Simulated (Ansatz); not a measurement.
# Two states of SrMnS$_{2}$

```xyz
8
Lattice="4.4582 0.0000 0.0000 0.0000 4.4582 0.0000 0.0000 0.0000 8.7270" Properties=species:S:1:pos:R:3 pbc="T T T"
Sr    1.1145    1.1145    6.0871
Sr    3.3436    3.3436    2.6399
Mn    1.1145    1.1145    0.8142
Mn    3.3436    3.3436    7.9128
S     1.1145    1.1145    3.0440
S     3.3436    3.3436    5.6830
S     3.3436    1.1145    0.0000
S     1.1145    3.3436    0.0000
```

Method: r2SCAN, with U_eff = 4.46 eV on Mn d (all-electron-ortho-atomic projectors); PAW, plane waves to 500 eV, 5×5×3 Γ-centred mesh, gaussian occupations (width 0.0434 eV) (Ansatz 0.2.0), atoms fixed.

State A: Mn3 down, Mn4 up (collinear spin). State B: Mn3 up, Mn4 up (collinear spin).

Compare the two self-consistent states.

State A is lower by 7.1 meV an atom at zero smearing.

```
state  free energy (meV/atom)  largest moment in a small sphere (μB)  net moment (μB/cell)  gap on mesh (eV)  pressure (GPa)  largest force (eV/Å)
    A                     0.0                                   4.11                  0.00              1.03            10.6                  2.07
    B                     7.1                                   4.13                 10.00              0.44            11.0                  2.16
```

Origin: a known structure type with other elements, at an estimated volume, so it need not be a known compound. Caveats: atoms or cell far from equilibrium; the mesh misses a band edge that the path finds; an odd or shifted mesh can miss the band edges, so this level's true gap may be smaller.
